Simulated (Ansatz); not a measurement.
Given:

MoS2 (2H-MoS2 type, space group P6_3/mmc)

```yaml
crystal:
  lattice:
    - [3.17300, 0.00000, 0.00000]
    - [-1.58650, 2.74790, 0.00000]
    - [0.00000, 0.00000, 12.43657]
  atoms:
    - { symbol: Mo, position: [0.33333, 0.66667, 0.25000] }
    - { symbol: Mo, position: [0.66667, 0.33333, 0.75000] }
    - { symbol: S, position: [0.33333, 0.66667, 0.62491] }
    - { symbol: S, position: [0.66667, 0.33333, 0.12491] }
    - { symbol: S, position: [0.66667, 0.33333, 0.37509] }
    - { symbol: S, position: [0.33333, 0.66667, 0.87509] }
```

In each cell atom 4 (S, nearest neighbour Mo at 2.403 Å; its periodic images, 3.2 Å or more away, move with it) moves by s·(0.707, 0.707, 0.000) (along Cartesian [110]), the rest being held.

Level of theory: r2SCAN+rVV10 (plane waves to 500 eV, PAW, scalar-relativistic; Ansatz, a quantum-chemistry and plane-wave program). k mesh 10×10×3 (Γ-centred), Fermi-Dirac smearing 0.05 eV. The energy includes the smearing's −TS. MoS2 is run without spin polarisation. MoS2 was relaxed with its symmetry unable to fall. ΔE is measured from the undisplaced structure.

The scan covers s from -0.480 to 0.480 Å in 11 points.

Q: Is the energy the same for displacements of ±0.480 Å, and if not, which side lies higher?

A: Not even: the positive side lies higher at ±0.480 Å. With its periodic images moving along, the atom's site symmetry in this cell is 3m..

Q: What force acts on the atom along the line at s = -0.480 Å?

A: 3.48 eV/Å.

Q: What is the force constant k = d²E/ds² of this move at s = 0?

A: 10.0 eV/Å².

(A displaced cell: forces are minus the slopes of the energy, force constants its curvatures, and phonons follow from these.)
